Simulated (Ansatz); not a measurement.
Values for one crystal, relaxed and computed with the program Ansatz at the r²SCAN level (PAW); other levels are named.

```yaml
volume_per_atom: 27.80 Å³
band_gap: 0.99 eV (indirect)
Formation energy from the elements (no fitted shifts): -0.43 eV/atom
smallest_direct_gap_on_the_standard_path: 1.45 eV
conduction_band_minimum: off the standard path, at k = (0.000, 0.474, 0.365)
valence_band_maximum: off the standard path, at k = (0.000, 0.148, -0.141)
```

Q: Pick the material that matches.
A) GaN, zinc blende
B) SnSe2, CdI2 type
C) BaHfO3, cubic perovskite
D) In2O3, La2O3 or Ni2Al3 type

A: B, SnSe2, CdI2 type

Space group P-3m1 (CdI2 type). Symmetry was held in the r²SCAN relaxation. A crystal of weakly bound layers computed without a dispersion correction: the cell and the soft elastic constants depend strongly on that. The references are the lowest solids computed at this level, not always the standard phases. Scalar-relativistic: spin–orbit coupling is off unless named, which matters more the heavier the elements.

Potentials: the later of the program's two PAW sets.
